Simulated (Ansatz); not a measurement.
Li:
```cif
data_Li
_chemical_formula_sum 'Li1'
_space_group_name_H-M_alt 'P 1'
_space_group_IT_number 1
_cell_length_a 2.97403
_cell_length_b 2.97403
_cell_length_c 2.97403
_cell_angle_alpha 109.471
_cell_angle_beta 109.471
_cell_angle_gamma 109.471
loop_
_space_group_symop_operation_xyz
  'x, y, z'
loop_
_atom_site_label
_atom_site_type_symbol
_atom_site_fract_x
_atom_site_fract_y
_atom_site_fract_z
_atom_site_occupancy
Li1 Li 0.00000 0.00000 0.00000 1
```

Relaxed with PBEsol.

Task: Which orbitals make up the states near the Fermi level in PBEsol (plane waves, PAW; program Ansatz)?

Result: Within 0.5 eV of the Fermi level: Li 2s 63 %, outside the projected shells 37 %. Projections are on Löwdin-orthogonalised atomic valence shells; empty p or d shells of many metals are not among them.

Task: Tabulate the density of states.

Result: States/eV per cell of 1 atom, in 0.25 eV bins, energy from the Fermi level.

| E (eV) | total | Li 2s | Li 1s |
|---|---|---|---|
| -3.70 | 0.00 | 0.00 | 0.00 |
| -3.45 | 0.07 | 0.06 | 0.01 |
| -3.20 | 0.13 | 0.12 | 0.01 |
| -2.95 | 0.17 | 0.16 | 0.01 |
| -2.70 | 0.20 | 0.19 | 0.01 |
| -2.45 | 0.23 | 0.22 | 0.01 |
| -2.20 | 0.25 | 0.24 | 0.01 |
| -1.95 | 0.27 | 0.26 | 0.00 |
| -1.70 | 0.29 | 0.28 | 0.00 |
| -1.45 | 0.32 | 0.30 | 0.00 |
| -1.20 | 0.34 | 0.31 | 0.00 |
| -0.95 | 0.36 | 0.33 | 0.00 |
| -0.70 | 0.38 | 0.33 | 0.00 |
| -0.45 | 0.41 | 0.34 | 0.00 |
| -0.20 | 0.44 | 0.33 | 0.00 |
| 0.05 | 0.49 | 0.32 | 0.00 |
| 0.30 | 0.59 | 0.28 | 0.00 |
| 0.55 | 0.54 | 0.22 | 0.00 |
| 0.80 | 0.48 | 0.17 | 0.00 |
| 1.05 | 0.42 | 0.13 | 0.00 |
| 1.30 | 0.37 | 0.10 | 0.00 |
| 1.55 | 0.31 | 0.07 | 0.00 |
| 1.80 | 0.26 | 0.05 | 0.00 |
| 2.05 | 0.20 | 0.03 | 0.00 |
| 2.30 | 0.13 | 0.02 | 0.00 |
| 2.55 | 0.11 | 0.01 | 0.00 |
| 2.80 | 0.13 | 0.01 | 0.00 |
| 3.05 | 0.20 | 0.02 | 0.00 |
| 3.30 | 0.66 | 0.30 | 0.01 |
| 3.55 | 0.71 | 0.30 | 0.01 |
| 3.80 | 0.59 | 0.19 | 0.00 |
| 4.05 | 0.53 | 0.13 | 0.00 |
| 4.30 | 0.48 | 0.10 | 0.00 |
| 4.55 | 0.45 | 0.07 | 0.00 |
| 4.80 | 0.43 | 0.05 | 0.00 |

Space group Im-3m (bcc (W type)). Symmetry was held in the PBEsol relaxation.

Potentials: the later of the program's two PAW sets.
